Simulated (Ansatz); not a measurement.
P:
```cif
data_P2
_chemical_formula_sum 'P2'
_space_group_name_H-M_alt 'P 1'
_space_group_IT_number 1
_cell_length_a 3.80467
_cell_length_b 3.80467
_cell_length_c 3.80467
_cell_angle_alpha 60.000
_cell_angle_beta 60.000
_cell_angle_gamma 60.000
loop_
_space_group_symop_operation_xyz
  'x, y, z'
loop_
_atom_site_label
_atom_site_type_symbol
_atom_site_fract_x
_atom_site_fract_y
_atom_site_fract_z
_atom_site_occupancy
P1 P 0.00000 0.00000 0.00000 1
P2 P 0.25000 0.25000 0.25000 1
```

Relaxed with PBEsol.

Which orbitals make up the states near the Fermi level in PBEsol (plane waves, PAW; program Ansatz)?

Within 0.5 eV of the Fermi level: P 3p 67 %, P 3s 23 %, outside the projected shells 10 %. Projections are on Löwdin-orthogonalised atomic valence shells; empty p or d shells of many metals are not among them.

Tabulate the density of states.

States/eV per cell of 2 atoms, in 0.25 eV bins, energy from the Fermi level.

```tsv
E (eV)	total	P 3p	P 3s
-7.85	0.18	0.08	0.09
-7.60	0.15	0.07	0.08
-7.35	0.13	0.06	0.07
-7.10	0.11	0.06	0.06
-6.85	0.22	0.16	0.05
-6.60	1.32	1.25	0.06
-6.35	1.30	1.22	0.07
-6.10	1.21	1.13	0.07
-5.85	1.37	1.30	0.06
-5.60	1.75	1.68	0.06
-5.35	1.68	1.62	0.05
-5.10	1.61	1.55	0.04
-4.85	1.53	1.48	0.04
-4.60	1.46	1.42	0.03
-4.35	1.31	1.28	0.02
-4.10	0.79	0.76	0.01
-3.85	0.51	0.49	0.01
-3.60	0.32	0.31	0.00
-3.35	0.13	0.12	0.00
-3.10	0.00	0.00	0.00
-2.85	0.00	0.00	0.00
-2.60	0.00	0.00	0.00
-2.35	0.01	0.01	0.01
-2.10	0.10	0.05	0.05
-1.85	0.20	0.10	0.10
-1.60	0.37	0.20	0.16
-1.35	0.71	0.42	0.25
-1.10	1.11	0.68	0.34
-0.85	1.80	1.14	0.51
-0.60	1.69	1.08	0.47
-0.35	1.12	0.72	0.29
-0.10	1.04	0.69	0.24
0.15	1.19	0.81	0.26
0.40	1.02	0.73	0.19
0.65	1.00	0.76	0.14
0.90	1.28	0.99	0.14
1.15	2.04	1.61	0.13
1.40	1.45	1.13	0.11
1.65	1.20	0.93	0.10
1.90	0.99	0.78	0.07
2.15	1.19	0.89	0.06
2.40	1.68	1.16	0.08
2.65	1.41	0.96	0.08
2.90	1.34	0.89	0.08
3.15	1.15	0.76	0.07
3.40	1.02	0.67	0.07
3.65	1.15	0.76	0.09
3.90	1.22	0.82	0.10
4.15	0.88	0.61	0.06
4.40	0.70	0.50	0.05
4.65	0.62	0.42	0.04
```

Space group Fd-3m (diamond). The start of the workflow was typed in or built on a structure type; neither database checked (COD, Materials Project) lists it. It is not the phase usual at ambient conditions (space group No. 64). The PBEsol relaxation kept the symmetry of its start. At this level the phase is mechanically unstable.

Potentials: the later of the program's two PAW sets.
